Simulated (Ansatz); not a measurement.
Here is the system:

La₅Ge₃O:
```yaml
crystal:
  lattice:
    - [8.99206, 0.00000, 0.00000]
    - [-4.49603, 7.78735, 0.00000]
    - [0.00000, 0.00000, 6.74620]
  atoms:
    - { symbol: La, position: [0.00000, 0.77108, 0.25000] }
    - { symbol: La, position: [0.00000, 0.22892, 0.75000] }
    - { symbol: La, position: [0.22892, 0.00000, 0.75000] }
    - { symbol: La, position: [0.77108, 0.00000, 0.25000] }
    - { symbol: La, position: [0.22892, 0.22892, 0.25000] }
    - { symbol: La, position: [0.77108, 0.77108, 0.75000] }
    - { symbol: La, position: [0.66667, 0.33333, 0.00000] }
    - { symbol: La, position: [0.33333, 0.66667, 0.00000] }
    - { symbol: La, position: [0.33333, 0.66667, 0.50000] }
    - { symbol: La, position: [0.66667, 0.33333, 0.50000] }
    - { symbol: Ge, position: [0.00000, 0.39765, 0.25000] }
    - { symbol: Ge, position: [0.00000, 0.60235, 0.75000] }
    - { symbol: Ge, position: [0.60235, 0.00000, 0.75000] }
    - { symbol: Ge, position: [0.39765, 0.00000, 0.25000] }
    - { symbol: Ge, position: [0.60235, 0.60235, 0.25000] }
    - { symbol: Ge, position: [0.39765, 0.39765, 0.75000] }
    - { symbol: O, position: [0.00000, 0.00000, 0.00000] }
    - { symbol: O, position: [0.00000, 0.00000, 0.50000] }
```

This is the r²SCAN-relaxed structure.

Question: All from DFT-r²SCAN in the program Ansatz with PAW potentials, unless another level is named. Estimate the electronic character.

Answer: metallic (no gap).

Question: Next, the density of states at the Fermi level?

Answer: 0.50 states/eV per atom (mean over ±0.08 eV).

Question: What about the formation energy from the elements (no fitted shifts)?

Answer: -1.40 eV/atom.

Space group P6_3/mcm. The first step of the workflow began from a Materials Project structure, measured or hypothetical; the Crystallography Open Database copy checked does not list it. Its standing as an ambient phase is unchecked. The cell was relaxed with r²SCAN under the symmetry of its start; whether a distortion lowers the energy is not shown. The references are the lowest solids computed at this level, not always the standard phases (solids in place of the gases). Spin–orbit coupling is left out wherever it is not named.

Potentials: the later of the program's two PAW sets.
